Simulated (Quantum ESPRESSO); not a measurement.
Field gradients of Se from the PAW reconstruction of the field gradient on a scalar-relativistic PBE ground state (a modified build of Quantum ESPRESSO, JTH datasets), 20 Ha, k-mesh 6×6×5 through Γ:

```xyz
3
Lattice="4.5048 0.0000 0.0000 -2.2524 3.9013 0.0000 0.0000 0.0000 4.9788" Properties=species:S:1:pos:R:3 pbc="T T T"
Se     1.0216     0.0000     1.6596
Se    -0.5108     0.8847     3.3192
Se     1.7416     3.0166     0.0000
```
The cell was made here from a computed Materials Project entry: Se1 and its equivalents moved by 0.04 Å along (1.00, 0.00, 0.00), space group kept. The parent is Se in P3₁21. Stability against distortions was not tested.

Vzz is the sum of three terms, each taken along its main axis: the smooth valence density, the ions (nucleus and frozen core) with the augmentation charges of all other spheres, and the all-electron minus smooth density in the atom's own sphere. The split hangs on the datasets.  Cores are frozen. Se had no test against all-electron runs.

```tsv
site	smooth valence density	ions and other spheres	own sphere	Vzz (a.u.)
Se (atoms 1, 2, 3)	-0.041	-0.099	(withheld)	(withheld)
```

Complete the blanks.


- Se (atoms 1, 2, 3), own sphere: -5.354
- Se (atoms 1, 2, 3), Vzz (a.u.): -5.494
